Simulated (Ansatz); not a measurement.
In PBE in the plane-wave PAW code Ansatz, Bi in the diamond structure (Fd-3m) relaxes to a = 7.289 Å. Bi has 4 nearest neighbours from 3.16 Å (tetrahedral).

Electronic character: metallic (no gap). Gap from PBE with spin–orbit coupling: none (metallic).

An equation-of-state fit gives a bulk modulus of 28.6 GPa.

The start of the workflow was typed in or built on a structure type; neither database checked (COD, Materials Project) lists it. It is not the phase usual at ambient conditions (space group No. 166). Symmetry was held in the PBE relaxation; its stability against distortions is not shown here. Spin–orbit coupling is left out wherever it is not named.

Potentials: the later of the program's two PAW sets.
